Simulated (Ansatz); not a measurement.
According to PBE (plane waves, PAW; program Ansatz), SiGe in the monoclinic phase (Cm; Pearson symbol mS32) relaxes to a = 13.720 Å, b = 7.923 Å, c = 7.923 Å, β = 125.2°. Si on 2a has 4 nearest neighbours from 2.40 Å (tetrahedral); Ge on 4b has 4 nearest neighbours from 2.41 Å (tetrahedral); Ge on 2a has 4 nearest neighbours from 2.40 Å (tetrahedral); Ge on 4b has 4 nearest neighbours from 2.41 Å (tetrahedral). Against the elements it lies at 0.020 eV/atom, with no fitted shifts.

It is gapped at this level: 0.39 eV (direct). The valence maximum lies at Γ and the conduction minimum at Γ. The electron mass is 0.11, 0.15, 0.27 mₑ (principal values). The hole mass is 0.059, 0.35, 0.40 mₑ (principal values).

The start of the workflow was typed in or built on a structure type; neither database checked (COD, Materials Project) lists it. Its standing as an ambient phase is unchecked. The cell was relaxed with PBE under the symmetry of its start; its stability against distortions is not shown here. The references are the lowest solids computed at this level, not always the standard phases. Scalar-relativistic: spin–orbit coupling is off unless named, which matters more the heavier the elements.

Potentials: the earlier of the program's two PAW sets.
